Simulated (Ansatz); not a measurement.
A relaxation computed with Ansatz, from input to last step.

```yaml
crystal:
  lattice:
    - [5.0879674471, 0.0, 6.15665e-05]
    - [0.0, 3.1558909258, 0.0]
    - [-0.0033233261, 0.0, 5.4639647119]
  atoms:
    - { symbol: Al, position: [0.5002216619, 0.5, 0.1672550746] }
    - { symbol: Al, position: [0.0006683707, 0.5, 0.834901937] }
    - { symbol: Al, position: [0.0010043258, 0.0, 0.331644464] }
    - { symbol: Ga, position: [0.4994946874, 0.0, 0.6662044644] }
    - { symbol: "N", position: [0.1107069787, 0.0, 0.6663170123] }
    - { symbol: "N", position: [0.1226755896, 0.5, 0.1671322915] }
    - { symbol: "N", position: [0.6254135993, 0.5, 0.8406810065] }
    - { symbol: "N", position: [0.6234137867, 0.0, 0.3258647496] }
basis:
  ecutwfc: 500
kpoints:
  mp_grid: { grid: [6, 8, 4] }
hamiltonian:
  xc: r2scan
scf:
  occupations: { method: gaussian, width: 0.02 }
output:
  forces: true
  stress: true
  eigenvalues: true
relax:
  adjacent_minimum: "off"
  f_tol: 0.01
  max_steps: 30
  cell: { stress_tol: 0.1, fix: [volume] }
```

```bash
ansatz run input.yaml --threads 2 --pin off --max-ram 5120MiB --backend cpu --events-out ev --progress --plain --runs-dir out
```

These are results of DFT r2SCAN, scalar-relativistic, plane waves, PAW (Ansatz 0.2.0), not measurements.

The volume is held at 1.03 times that of the relaxed cell.

Of 3 frames 3 are shown, positions in Å and forces in eV/Å; the SCF threshold varies from step to step. Steps run on the plane waves of an earlier cell, with a Pulay correction in the pressure. The basis is chosen afresh for the last frame, the zero of the energies, and at times for earlier ones too; energy and pressure step there, also at an unchanged geometry.

```xyz
8
Lattice="5.0880 0.0000 0.0001 0.0000 3.1559 0.0000 -0.0033 0.0000 5.4640" Properties=species:S:1:pos:R:3:forces:R:3 pbc="T T T" step=1 free_energy_over_end_meV_per_atom=0.01 pressure_GPa=-5.79
Al    2.5446    1.5779    0.9139    0.0042    0.0000   -0.0087
Al    0.0006    1.5779    4.5619   -0.0189    0.0000   -0.0062
Al    0.0040    0.0000    1.8121   -0.0112    0.0000    0.0073
Ga    2.5392    0.0000    3.6401    0.0090    0.0000    0.0117
N     0.5611    0.0000    3.6407    0.0116    0.0000    0.0025
N     0.6236    1.5779    0.9132    0.0021    0.0000   -0.0040
N     3.1793    1.5779    4.5935    0.0009    0.0000   -0.0005
N     3.1708    0.0000    1.7806    0.0025    0.0000   -0.0022
8
Lattice="5.0915 0.0000 0.0001 0.0000 3.1547 0.0000 -0.0033 0.0000 5.4623" Properties=species:S:1:pos:R:3:forces:R:3 pbc="T T T" step=2 free_energy_over_end_meV_per_atom=0.00 pressure_GPa=-5.78
Al    2.5457    1.5774    0.9134    0.0022    0.0000   -0.0025
Al   -0.0002    1.5774    4.5602   -0.0043    0.0000   -0.0005
Al    0.0032    0.0000    1.8118   -0.0010    0.0000    0.0010
Ga    2.5411    0.0000    3.6393    0.0000    0.0000    0.0044
N     0.5626    0.0000    3.6397   -0.0011    0.0000    0.0008
N     0.6243    1.5774    0.9127   -0.0002    0.0000   -0.0017
N     3.1820    1.5774    4.5922    0.0024    0.0000   -0.0015
N     3.1733    0.0000    1.7800    0.0022    0.0000    0.0000
8
Lattice="5.0915 0.0000 0.0001 0.0000 3.1547 0.0000 -0.0033 0.0000 5.4623" Properties=species:S:1:pos:R:3:forces:R:3 pbc="T T T" step=3 free_energy_over_end_meV_per_atom=0.00 pressure_GPa=-5.78
Al    2.5457    1.5774    0.9134    0.0022    0.0000   -0.0025
Al   -0.0002    1.5774    4.5602   -0.0043    0.0000   -0.0006
Al    0.0032    0.0000    1.8118   -0.0010    0.0000    0.0011
Ga    2.5411    0.0000    3.6393    0.0000    0.0000    0.0044
N     0.5626    0.0000    3.6397   -0.0011    0.0000    0.0008
N     0.6243    1.5774    0.9127   -0.0001    0.0000   -0.0017
N     3.1820    1.5774    4.5922    0.0024    0.0000   -0.0015
N     3.1733    0.0000    1.7800    0.0022    0.0000    0.0000
```

Time: 57 s on 2 threads of Arm Neoverse V1, on a shared host, peak memory 0.59 GiB.